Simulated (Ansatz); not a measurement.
Space group Pm-3m (No. 221). a = 3.977 Å, b = 3.977 Å, c = 3.977 Å, α = 90.00°, β = 90.00°, γ = 90.00°
```csv
atom,site,symmetry,x,y,z
Sc,1a,m-3m,0.0000,0.0000,0.0000
Pt,3c,4/mm.m,0.0000,0.5000,0.5000
```

Equation of state of this ScPt3 structure (not necessarily the ground state), with shape and atoms relaxed at each volume where symmetry leaves them free. It has no gap at any of these volumes. Computed with DFT r2SCAN, scalar-relativistic, plane waves, PAW in Ansatz.

Settings: cutoff 500 eV, Γ-centred mesh 10×10×10 on the computed 4-atom cell, Gaussian smearing of 0.10 eV; no spin polarisation.

| V (Å³/atom) | E − E(largest V) (meV/atom) | P (GPa) |
| --- | --- | --- |
| 13.841 | 111.30 | 38.65 |
| 14.313 | 16.36 | 26.24 |
| 14.784 | -45.13 | 15.87 |
| 15.256 | -78.65 | 7.22 |
| 15.728 | -88.81 | 0.00 |
| 16.200 | -79.55 | -5.99 |
| 16.672 | -54.21 | -10.98 |
| 17.301 | 0.00 | -16.33 |

**Question.** Fit a third-order Birch–Murnaghan equation to E(V).

**Answer.** V0 = 15.73 Å³/atom, B0 = 219 GPa, B0' = 5.1.

Spin-orbit coupling is left out, which matters for the bands of heavy elements.

Cost: 8 runs of about 4.2 core-minutes in all, on Arm Neoverse V1 (shared hosts).